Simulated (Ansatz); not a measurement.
# Computed energy against volume: CsPbCl3 (cubic perovskite)

CsPbCl₃ (cubic perovskite)

Space group Pm-3m (No. 221); a = 5.736 Å, b = 5.736 Å, c = 5.736 Å, α = 90.00°, β = 90.00°, γ = 90.00°

```json
[
 {"atom": "Cs", "site": "1a", "symmetry": "m-3m", "x": "0.0000", "y": "0.0000", "z": "0.0000"},
 {"atom": "Pb", "site": "1b", "symmetry": "m-3m", "x": "0.5000", "y": "0.5000", "z": "0.5000"},
 {"atom": "Cl", "site": "3c", "symmetry": "4/mm.m", "x": "0.0000", "y": "0.5000", "z": "0.5000"}
]
```

This relaxed cell (volume V₀) is scaled evenly in all directions, its shape held. Symmetry pins the atoms to their sites.

All values below come from PBE (plane waves to 420 eV, PAW, scalar-relativistic; Ansatz, a program for electronic structure). k mesh 6×6×6 (Γ-centred), Fermi-Dirac smearing 0.05 eV. The energy includes the smearing's −TS. Stress and pressure are positive under compression. CsPbCl3 was relaxed with its symmetry unable to fall. Spin-orbit coupling is left out, though Pb is heavy. The PAW data are Ansatz's earlier set. This is a high-temperature form of CsPbCl3. ΔE is measured from the relaxed starting cell.

```
V (Å³/cell)  ΔE (kJ/mol of atoms)  P (GPa)
-----------  --------------------  -------
177.37                       1.00     1.56
179.26                       0.68     1.26
181.14                       0.43     0.98
183.03                       0.24     0.71
184.92                       0.10     0.46
186.80                       0.03     0.22
188.69                       0.00     0.00
190.58                       0.02    -0.21
192.46                       0.10    -0.41
194.35                       0.21    -0.60
196.24                       0.37    -0.78
198.12                       0.57    -0.95
200.01                       0.80    -1.11
```

Read from the data:

```
Property                                                   Value
-------------------------------------------------  -------------
Pressure at the smallest volume                         1.56 GPa
Energy cost of the largest compression             10.4 meV/atom
Energy cost of the largest expansion                8.3 meV/atom
Bulk modulus B₀ (third-order Birch-Murnaghan fit)       21.8 GPa
Pressure derivative B₀′ (fit)                                4.7
Equilibrium volume of the fit                      37.74 Å³/atom
Pressure for 5 % compression (fit)                       1.3 GPa
```

(A scan under strain: stresses follow from slopes of the energy per volume, elastic moduli from its curvatures.)
